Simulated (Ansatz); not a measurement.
All numbers below come from Ansatz 0.2.0, DFT PBE, scalar-relativistic, plane waves, PAW. Settings: cutoff 420 eV, Γ-centred meshes spaced at most about 0.3 Å⁻¹, and about 0.25 Å⁻¹ or finer for metals (2π included), Gaussian smearing. No spin polarisation in the final relaxations.

All energies are static (0 K, no zero-point motion). All come from trial cells, and lower structures may exist.

Question: Order these relaxed structures of SiBiS by energy, lowest first, with the energy over the lowest of them.
A.

```xyz
3
Lattice="3.2611 0.0000 0.0000 0.0000 3.2611 0.0000 0.0000 0.0000 7.1129" Properties=species:S:1:pos:R:3 pbc="T T T"
Si    0.0000    0.0000    6.5979
Bi    0.0000    0.0000    3.8752
S     1.6305    1.6305    0.1962
```

B.

```xyz
3
Lattice="3.5533 0.0000 0.0000 0.0000 3.5533 0.0000 0.0000 0.0000 5.7320" Properties=species:S:1:pos:R:3 pbc="T T T"
Si    0.0000    0.0000    2.8660
Bi    1.7767    1.7767    0.0000
S     1.7767    1.7767    2.8660
```

C.

```xyz
6
Lattice="1.7124 -5.6975 0.0000 1.7124 5.6975 0.0000 0.0000 0.0000 6.7575" Properties=species:S:1:pos:R:3 pbc="T T T"
Si    0.0000    0.0000    3.3787
Si    0.0000    0.0000    0.0000
Bi    1.7124   -2.1139    1.6894
Bi    1.7124    2.1139    5.0681
S     1.7124    0.9596    1.6894
S     1.7124   -0.9596    5.0681
```

D.

```xyz
3
Lattice="3.3970 0.0000 0.0000 0.0000 3.3970 0.0000 0.0000 0.0000 5.8830" Properties=species:S:1:pos:R:3 pbc="T T T"
Si    0.0000    0.0000    0.0000
Bi    0.0000    0.0000    2.9415
S     1.6985    1.6985    0.0000
```

Answer: A (0 meV/atom), D (98 meV/atom), C (318 meV/atom), B (360 meV/atom). Forms: A P4mm; D P4/mmm; C Cmcm; B P4/mmm. Counting S or Si atoms around Bi (for each partner element, those within 1.25 times its shortest distance or 1.15 times the sum of covalent radii, where it is the nearest in units of that sum or under 1.3; a plus sign parts groups by distance over the sum of covalent radii; the shortest distance is added where it exceeds 1.18 times the sum of covalent radii): A has Bi 1; D has Bi 2; C has Bi 7+4 from 3.1 Å; B has Bi 2.

Weakly bound directions are ill-defined at this level, which has no dispersion term (P4mm), and this can change margins and order among such cells. These runs have no spin–orbit coupling, which can matter for Bi. In P4mm, P4/mmm at 22.6 Å³/atom, P4/mmm at 24.1 Å³/atom an odd number of electrons in the primitive cell allows no gap without spin; a larger cell or a magnetic state could open one. A magnetic state wasn't ruled out in cells without spin, among them P4mm, P4/mmm at 22.6 Å³/atom, P4/mmm at 24.1 Å³/atom. Cells relaxed within their symmetry can be saddle points. The P4mm cell of SiBiS came from shaking the P4/mmm one. Some candidate types were left out of the draw beforehand, so a known form may be missing.
